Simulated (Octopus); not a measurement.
## Al2O3 (R-3c, No. 167): Octopus summary

Al₂O₃ (R-3c, No. 167):
```
Al2O3
1.0
    2.40251     1.38709     4.37208
   -2.40251     1.38709     4.37208
    0.00000    -2.77419     4.37208
Al O
4 6
Direct
  0.14790   0.14790   0.14790
  0.85210   0.85210   0.85210
  0.35210   0.35210   0.35210
  0.64790   0.64790   0.64790
  0.94386   0.55614   0.25000
  0.05614   0.44386   0.75000
  0.25000   0.94386   0.55614
  0.75000   0.05614   0.44386
  0.55614   0.25000   0.94386
  0.44386   0.75000   0.05614
```
The cell is a database entry, not relaxed again.

Computed with Octopus (real-space grid): LDA, grid spacing about 0.16 Å, Γ-centred 6×6×6 k-mesh, no spin polarisation, Troullier-Martins for O / PseudoDojo for Al.

### Question
What band gap does LDA give on the standard high-symmetry path?

### Answer
5.80 eV, from between Γ and S0 to Γ; smallest direct gap on the path 5.80 eV. A grid finer by a fifth moves the gap between mesh points by under 0.01 eV.
